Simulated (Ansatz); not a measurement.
**Property card of a Ni sheet**

The cell was found from a structure generator's guess, not taken from experiment.

Theory: DFT PBE, scalar-relativistic, plane waves, PAW in Ansatz. Cutoff 420 eV; k points 24×24×1 on the computed 1-atom cell (Γ-centred); Gaussian smearing, width 0.10 eV; collinear spin from starting moments 0.9 μB.

The sheet is periodic along a and b; c holds vacuum.

```
CELL_PARAMETERS angstrom
2.35083 0.00000 0.00000
-1.17542 2.03588 0.00000
0.00000 0.00000 23.80000
ATOMIC_POSITIONS crystal
Ni 0.00000 0.00000 0.29412
```

Energies count from the standard state of Ni at the same level.

```
Layer group                                       : p6/mmm (No. 80)
In-plane cell                                     : a = 2.351 Å, b = 2.351 Å, γ = 120.0°
Area per atom                                     : 4.79 Å²
Thickness between the outermost nuclei            : 0.00 Å
Energy over the standard state                    : +1.18 eV/atom
Band gap over mesh and path                       : none (metal or semimetal)
Net moment per atom                               : 0.78 μB
Moment by site                                    : Ni 0.8 μB
Density of states at the Fermi level              : 2.0 states/eV per cell
Löwdin character within 0.5 eV of the Fermi level : Ni 3d 91 %
Bader charges (e)                                 : Ni1 0.00
```

The last run used collinear spin, a 24×24×1 mesh for its 1-atom cell and Gaussian smearing of 0.10 eV. Another magnetic order may lie lower. Site moments count only spheres around the atoms; the net moment includes the space between them.
